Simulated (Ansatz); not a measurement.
Density of states of a Mn₃SnMo₄ cell (elements on a hcp lattice, relaxed), per eV and atom, broadened by Gaussian smearing of width 0.1 eV and averaged over bins of 0.3 eV, from 8 eV under the Fermi level at most up to where the solved bands end.

All numbers below come from Ansatz, DFT PBE, scalar-relativistic, plane waves, PAW.

Cutoff 420 eV; k points 5×5×4 on the computed 16-atom cell (Γ-centred); Gaussian smearing, width 0.10 eV; collinear spin from starting moments 2.83 -2.69 -2.18 -1.19 2.7 -2.58 0 0 -0.13 0.18 0.2 -0.16 0 0.32 0 0 μB.

```
Mn Mo Sn
1.0
     3.09273   -4.41617    0.05546
     3.09265    4.41612   -0.02365
     0.05089   -0.07308    8.78980
Mn Mo Sn
6 8 2
Direct
  0.37085 0.14573 0.10021
  0.39330 0.10108 0.63510
  0.62864 0.38877 0.87463
  0.11645 0.36612 0.88680
  0.63672 0.87362 0.37474
  0.11792 0.87380 0.87851
  0.86873 0.12470 0.11695
  0.88955 0.11935 0.63500
  0.36495 0.63301 0.11804
  0.85676 0.61916 0.11326
  0.88738 0.61804 0.63494
  0.62117 0.37236 0.37679
  0.11219 0.37972 0.36593
  0.61596 0.89320 0.87919
  0.37999 0.59080 0.63373
  0.14401 0.89443 0.36687
```

```tsv
E − E_F (eV)	total	Mo 4d	Mn 3d	Sn 5p	Mo 5s
-6.40	0.025	0.004	0.001	0.003	0.008
-6.10	0.198	0.026	0.005	0.038	0.062
-5.80	0.186	0.028	0.006	0.051	0.047
-5.50	0.248	0.051	0.013	0.070	0.053
-5.20	0.383	0.110	0.026	0.108	0.069
-4.90	0.418	0.174	0.038	0.087	0.052
-4.60	0.638	0.315	0.072	0.104	0.065
-4.30	0.757	0.403	0.126	0.087	0.067
-4.00	0.946	0.527	0.205	0.068	0.072
-3.70	0.953	0.530	0.237	0.054	0.069
-3.40	0.998	0.543	0.295	0.049	0.062
-3.10	1.198	0.647	0.398	0.060	0.045
-2.80	1.418	0.746	0.536	0.058	0.032
-2.50	1.535	0.743	0.655	0.053	0.032
-2.20	1.558	0.703	0.699	0.054	0.038
-1.90	1.366	0.619	0.604	0.042	0.036
-1.60	1.312	0.568	0.595	0.035	0.041
-1.30	1.193	0.476	0.570	0.033	0.037
-1.00	1.219	0.457	0.615	0.034	0.033
-0.70	1.127	0.391	0.613	0.029	0.028
-0.40	1.082	0.373	0.593	0.025	0.027
-0.10	0.965	0.377	0.481	0.021	0.025
0.20	0.929	0.395	0.441	0.015	0.020
0.50	0.920	0.409	0.433	0.012	0.018
```

The columns after the total are the largest Löwdin projections on the valence shells of the potentials, so they needn't add up, and the weight of a shell that a potential lacks goes to other orbitals. The cell has no gap on the mesh.

Cost: 2 runs of about 66 core-minutes in all (earlier runs that led there not counted), on Intel Xeon Platinum 8259CL (Skylake/Cascade Lake) (shared hosts).